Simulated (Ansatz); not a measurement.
TiN:
```
CELL_PARAMETERS angstrom
      0.00000     2.08560     2.08560
      2.08560     0.00000     2.08560
      2.08560     2.08560     0.00000
ATOMIC_POSITIONS crystal
  N  0.00000 0.00000 0.00000
  Ti 0.50000 0.50000 0.50000
```

Relaxed with LDA. Special points in fractions of this cell's reciprocal vectors: Γ (0.000, 0.000, 0.000); X (0.500, 0.000, 0.500); U (0.625, 0.250, 0.625); K (0.375, 0.375, 0.750); L (0.500, 0.500, 0.500); W (0.500, 0.250, 0.750).

Q: List the band energies nearest the Fermi level at these points for plane-wave PAW LDA (Ansatz code).

A: In eV from the Fermi level; about four levels below and three above (degenerate sets whole), none deeper than 8.9 eV; … stands for higher levels left out; points with the same levels are listed once.

```csv
k,below,above
Γ,-2.05 -2.05 -2.05 -0.67 -0.67 -0.67,…
X,-5.86 -3.30 -3.24 -3.24,1.79 2.62 2.62
U,-5.99 -5.80 -4.60 -0.48,2.17 2.53 4.01
L,-8.36 -5.73 -5.73,1.85 1.85 2.58
W,-5.58 -5.58 -5.56,1.01 1.01 2.62
```

Space group Fm-3m (rock salt). The cell was relaxed with LDA under the symmetry of its start; of distortions, only those at the zone centre were tested. The run is not spin-polarised. With an odd number of electrons in the cell and no spin polarisation, the count alone makes it a metal.

Potentials: the later of the program's two PAW sets.
